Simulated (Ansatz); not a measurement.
RbP$_{2}$Ru$_{2}$:
```
CELL_PARAMETERS angstrom
     -2.01491     2.01491     6.60688
      2.01491    -2.01491     6.60688
      2.01491     2.01491    -6.60688
ATOMIC_POSITIONS crystal
  Rb 0.00000 0.00000 0.00000
  P  0.33369 0.33369 0.00000
  P  0.66631 0.66631 0.00000
  Ru 0.75000 0.25000 0.50000
  Ru 0.25000 0.75000 0.50000
```

Relaxed with r²SCAN. Special points in fractions of this cell's reciprocal vectors: Γ (0.000, 0.000, 0.000); X (0.000, 0.000, 0.500); P (0.250, 0.250, 0.250); N (0.000, 0.500, 0.000); M (0.500, 0.500, -0.500); S (0.273, 0.727, -0.273); S0 (-0.273, 0.273, 0.273); R (-0.047, 0.047, 0.500); G (0.500, 0.500, -0.047).

Question: List the band energies nearest the Fermi level at these points for DFT-r²SCAN in the program Ansatz with PAW potentials.

Answer: In eV from the Fermi level; about four levels below and three above (degenerate sets whole), none deeper than 8.9 eV; points with the same levels are listed once.

| k | below | above |
|---|---|---|
| Γ | -3.26 -3.26 -0.90 -0.36 | 0.05 0.64 0.64 |
| X | -1.30 -0.72 -0.72 -0.21 | 0.11 1.90 1.93 |
| P | -0.72 -0.72 -0.05 -0.05 | 1.92 1.92 5.82 |
| N | -2.14 -2.05 -0.73 -0.59 | 2.62 2.94 3.12 |
| M | -3.24 -3.24 -0.98 -0.35 | 0.74 0.74 0.97 |
| S | -2.05 -2.04 -1.94 -0.92 -0.31 | 2.45 3.03 3.30 |
| R | -2.16 -1.16 -0.92 -0.73 | 0.04 0.21 1.92 |

Space group I4/mmm. The first step of the workflow began from a Materials Project structure, measured or hypothetical; the Crystallography Open Database copy checked does not list it. Whether it is the stable phase at ambient conditions was not checked. The r²SCAN relaxation kept the symmetry of its start; whether a distortion lowers the energy is not shown. The run is not spin-polarised. Spin–orbit coupling is left out wherever it is not named.

Potentials: the later of the program's two PAW sets.
